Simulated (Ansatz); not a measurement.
Surface calculation: hcp Hf (0001), 4 layers

The slab is cut from the hcp crystal, the stable phase, as relaxed on PAW files (22.54 Å³/atom), with 16 Å of vacuum and a dipole correction:

```yaml
crystal:
  lattice:
    - [3.20323, 0.00000, 0.00000]
    - [-1.60161, 2.77408, 0.00000]
    - [0.00000, 0.00000, 23.60940]
  atoms:
    - { symbol: Hf, position: [0.83333, 0.16667, 0.33885] }
    - { symbol: Hf, position: [0.16667, 0.83333, 0.44628] }
    - { symbol: Hf, position: [0.83333, 0.16667, 0.55372] }
    - { symbol: Hf, position: [0.16667, 0.83333, 0.66115] }
```

Level of theory: DFT with PBE, scalar-relativistic, in Ansatz 0.2.0; a Γ-centred 12×12×1 k mesh, Fermi–Dirac smearing of 0.1 eV, no spin polarisation. LAPW: all electrons, basis error target 1 meV/atom; PAW: frozen-core files, cutoff 420 eV.

The bulk energy comes from a cell in the slab's orientation on a 12×12×7 mesh. The surface energy is (E(slab) − N·E(bulk))/2A at zero smearing, the mean of both faces; thin slabs carry quantum-size effects.

Spin–orbit coupling is left out, which matters for the heavy atoms.

Problem. As cut, the LAPW slab lies 2.052 eV above 4 atoms of bulk. What surface energy is that?

Solution. Over two faces of 8.89 Å² it is 115.5 meV/Å², and times 16.02 J/m² per eV/Å² that gives γ = 1.850 J/m².

```
method  γ as cut (J/m²)  γ relaxed (J/m²)  Φ as cut (eV)  Φ relaxed (eV)
  LAPW            1.850                 ?           4.36            4.34
```

Problem. Give the missing entry: row "LAPW", column "γ relaxed (J/m²)".

Solution. 1.721.

Problem. How do the spacings between the planes relax?

Solution. From the bottom face up: d12 -6.7 % of 2.536 Å, d23 +5.1 % of 2.536 Å, d34 -6.7 % of 2.536 Å.

Problem. What changes if the images along the normal are cut off in place of the dipole correction?

Solution. LAPW then gives: no gap, work function 4.34 eV; PAW: no gap, work function 4.34 eV.

Problem. What changes if the vacuum is set to 7 Å?

Solution. LAPW then gives: no gap, work function 3.83 eV; PAW: no gap, work function 3.73 eV. The program warns that the vacuum is too thin.

Problem. In the relaxed 1×1 cell, replace the outer, then the middle Hf by Ta, which changes a whole layer. What shift does this Z+1 picture give?

Solution. E(outer) − E(middle) = +0.27 eV by LAPW and +0.27 eV by PAW; a positive value puts the surface line at higher binding energy.
